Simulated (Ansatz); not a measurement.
TePb, in the lowest among the structures calculated here: Fm-3m (No. 225), cF8, rock salt type; a = b = c = 6.5350 Å, α = β = γ = 90.00°; Pb 4b (0.500, 0.500, 0.500); Te 4a (0.000, 0.000, 0.000). Level of theory: r2SCAN (plane waves to 500 eV, PAW, scalar-relativistic; Ansatz, a first-principles code). Element references, the lowest calculated here: Pb (Fm-3m), Te (P3₁21).

### Question
Estimate the formation energy of this Fm-3m form of TePb from the elements that r2SCAN returns for this input.

### Answer
-0.50 eV/atom.

Static energies, no anion corrections, no zero-point energy. Values are rounded to 0.01 eV/atom. Spin-orbit coupling is missing from these energies, which matters for elements this heavy. The compounds carry no spin polarisation.
